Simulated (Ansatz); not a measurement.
Bi2Te3:
```cif
data_Bi6Te9
_chemical_formula_sum 'Bi6 Te9'
_space_group_name_H-M_alt 'R-3m :H'
_space_group_IT_number 166
_space_group_name_Hall '-R 3 2"'
_cell_length_a 4.38696
_cell_length_b 4.38696
_cell_length_c 30.28093
_cell_angle_alpha 90.000
_cell_angle_beta 90.000
_cell_angle_gamma 120.000
loop_
_atom_site_label
_atom_site_type_symbol
_atom_site_symmetry_multiplicity
_atom_site_Wyckoff_symbol
_atom_site_fract_x
_atom_site_fract_y
_atom_site_fract_z
_atom_site_occupancy
Bi1 Bi 6 c 0.00000 0.00000 0.40016 1
Te1 Te 6 c 0.00000 0.00000 0.20929 1
Te2 Te 3 a 0.00000 0.00000 0.00000 1
```
(The calculation used a cell of 5 atoms; values per cell refer to that cell.)

Relaxed with PBE+D3(BJ).

Which orbitals make up the states near the band edges in PBE+D3(BJ) in the plane-wave PAW code Ansatz?

Top 1 eV of the valence band: Te 5p 83 %, Bi 6p 9 %, Bi 6s 5 %. Bottom 1 eV of the conduction band: Bi 6p 59 %, Te 5p 30 %, Te 5s 6 %. Projections are on Löwdin-orthogonalised atomic valence shells; empty p or d shells of many metals are not among them.

Tabulate the density of states.

States/eV per cell of 5 atoms, in 0.25 eV bins, energy from the valence-band maximum.

```
E (eV)  total  Te 5p  Bi 6p  Te 5s
------  -----  -----  -----  -----
-7.85    0.05   0.00   0.00   0.03
-7.60    0.00   0.00   0.00   0.00
-7.35    0.00   0.00   0.00   0.00
-7.10    0.00   0.00   0.00   0.00
-6.85    0.00   0.00   0.00   0.00
-6.60    0.00   0.00   0.00   0.00
-6.35    0.00   0.00   0.00   0.00
-6.10    0.00   0.00   0.00   0.00
-5.85    0.00   0.00   0.00   0.00
-5.60    0.00   0.00   0.00   0.00
-5.35    0.12   0.07   0.05   0.00
-5.10    1.14   0.65   0.46   0.02
-4.85    2.14   1.21   0.88   0.04
-4.60    1.93   1.10   0.79   0.03
-4.35    2.42   1.44   0.91   0.03
-4.10    3.33   2.01   1.22   0.06
-3.85    4.14   2.57   1.45   0.08
-3.60    4.05   2.52   1.37   0.09
-3.35    5.17   3.19   1.78   0.13
-3.10    4.33   2.68   1.47   0.10
-2.85    4.91   3.06   1.61   0.13
-2.60    4.46   2.70   1.52   0.13
-2.35    4.03   2.54   1.28   0.12
-2.10    3.35   2.26   0.90   0.09
-1.85    3.56   2.53   0.81   0.10
-1.60    4.35   3.36   0.71   0.10
-1.35    3.75   3.11   0.39   0.06
-1.10    4.66   3.94   0.42   0.06
-0.85    5.26   4.40   0.43   0.08
-0.60    4.21   3.48   0.33   0.07
-0.35    0.68   0.51   0.09   0.03
-0.10    0.02   0.01   0.00   0.00
0.15     0.00   0.00   0.00   0.00
0.40     0.01   0.00   0.01   0.00
0.65     0.45   0.11   0.27   0.04
0.90     3.56   1.00   2.16   0.24
1.15     4.89   1.56   2.85   0.24
1.40     4.72   1.73   2.55   0.16
1.65     3.87   1.57   1.97   0.10
1.90     3.49   1.46   1.74   0.08
2.15     3.31   1.39   1.67   0.07
2.40     2.87   1.21   1.43   0.05
2.65     3.63   1.40   1.75   0.06
2.90     3.24   1.24   1.57   0.04
3.15     3.40   1.30   1.56   0.04
3.40     3.77   1.30   1.46   0.04
3.65     3.80   1.13   1.19   0.03
3.90     3.19   0.95   0.97   0.02
4.15     2.99   0.71   0.70   0.01
4.40     2.30   0.57   0.56   0.01
4.65     2.99   0.43   0.40   0.01
4.90     3.41   0.32   0.29   0.01
5.15     2.19   0.06   0.05   0.00
```

Symmetry was held in the PBE+D3(BJ) relaxation. Spin–orbit coupling is left out wherever it is not named.

Potentials: the later of the program's two PAW sets.
